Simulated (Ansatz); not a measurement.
## Ca vacancy in CaEu3

Level of theory: PBEsol, collinear spin, scalar-relativistic; Ansatz, plane waves to 420 eV (PAW set soft_2), k-mesh 2×2×2 shifted by half a step.

The relaxed host crystal (no gap at this level of theory):

```cif
data_structure
_symmetry_space_group_name_H-M 'P 1'
_symmetry_Int_Tables_number 1
_cell_length_a 7.6512
_cell_length_b 7.6512
_cell_length_c 6.1636
_cell_angle_alpha 90.000
_cell_angle_beta 90.000
_cell_angle_gamma 120.000
_cell_volume 312.48
loop_
_atom_site_label
_atom_site_type_symbol
_atom_site_fract_x
_atom_site_fract_y
_atom_site_fract_z
_atom_site_occupancy
Ca1 Ca 0.66667 0.33333 0.25000 1
Ca2 Ca 0.33333 0.66667 0.75000 1
Eu1 Eu 0.33216 0.16608 0.75000 1
Eu2 Eu 0.83392 0.16608 0.75000 1
Eu3 Eu 0.83392 0.66784 0.75000 1
Eu4 Eu 0.66784 0.83392 0.25000 1
Eu5 Eu 0.16608 0.83392 0.25000 1
Eu6 Eu 0.16608 0.33216 0.25000 1
```

Supercell of 24 atoms, rows of the matrix [[-1,-1,-1],[0,1,-1],[1,0,-1]] times the cell vectors; Ca vacancy at (0.667, 0.333, 0.250) in fractions of the cell above. Atoms are relaxed at the host's cell. The cell loses 1 of its 6 Ca, so this is a heavily defective crystal.

Problem. How does the lattice relax around the defect?

Solution. Distances from the empty Ca site (Å), by shell of the perfect crystal:

```csv
shell,perfect crystal,"relaxed, charge 0"
12 Eu,3.81 (3.80 to 3.83),3.80 (3.78 to 3.82)
```

```json
{"charge": "0", "moment of the cell (μB)": "135.39", "gap of the cell on the mesh (eV)": "0.00"}
```

At charge 0 the unpaired electrons sit on atoms with moments (μB): 18 Eu of 7.11.

Formation energy of the neutral defect: 1.46 eV, taking atoms from and to the elements' standard states (no corrections for gases), so it belongs to those chemical potentials alone.

Caveats: 4f shell without a U, which puts 4f levels too near the Fermi level; open f or d shells may hold a state above the lowest; small supercell, so energies and levels can be off by tenths of an eV; the atoms kept the symmetry of the start, so a distorted state could lie lower.
